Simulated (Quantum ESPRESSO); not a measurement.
Kohn-Sham bands of YSi2 (P6/mmm)

```
CELL_PARAMETERS angstrom
      4.07549     0.00000     0.00000
     -2.03775     3.52948     0.00000
      0.00000     0.00000     3.99013
ATOMIC_POSITIONS crystal
  Y  0.00000 0.00000 0.00000
  Si 0.33333 0.66667 0.50000
  Si 0.66667 0.33333 0.50000
```

Materials Project entry mp-2568; symmetrised, unrelaxed at this level. COD (Crystallography Open Database) has an entry of this formula and space group (matched by these alone). Method: PBEsol plane waves in Quantum ESPRESSO 7.5 (PseudoDojo norm-conserving files, 58 Ry, spinors with spin-orbit coupling), Bloch states on a 6×6×6 mesh through Γ, Wannier90 4.0.1. Density: 12×12×8 mesh, cold smearing 0.01 Ry.

Question: List the Kohn-Sham levels between −8 and 3.0 eV relative to the Fermi level at the high-symmetry points, as a band run of pw.x on that density gives them (levels within 2 meV counted together).

Answer: 
```csv
point,k (reciprocal lattice),levels (eV)
Γ,0.000 0.000 0.000,"-3.39 (×2), -3.37 (×2), -2.21 (×2), -1.43 (×2), -1.19 (×2), 1.03 (×2), 1.10 (×2), 2.50 (×2), 2.54 (×2)"
M,0.500 0.000 0.000,"-3.89 (×2), -2.62 (×2), -2.41 (×2), 0.92 (×2), 1.54 (×2), 2.59 (×2), 2.92 (×2)"
K,0.333 0.333 0.000,"-6.16 (×2), -1.55 (×2), -1.54 (×2), 0.92 (×2), 0.96 (×2), 1.32 (×2)"
A,0.000 0.000 0.500,"-6.03 (×2), -2.50 (×2), -2.47 (×2), -1.12 (×2), -1.10 (×2), -0.17 (×2), 0.56 (×2), 0.60 (×2), 2.54 (×2)"
L,0.500 0.000 0.500,"-7.69 (×2), -4.48 (×2), -3.35 (×2), -3.23 (×2), -0.35 (×2)"
H,0.333 0.333 0.500,"-4.95 (×2), -3.03 (×2), -2.96 (×2), 1.33 (×2), 2.53 (×2), 2.54 (×2)"
```
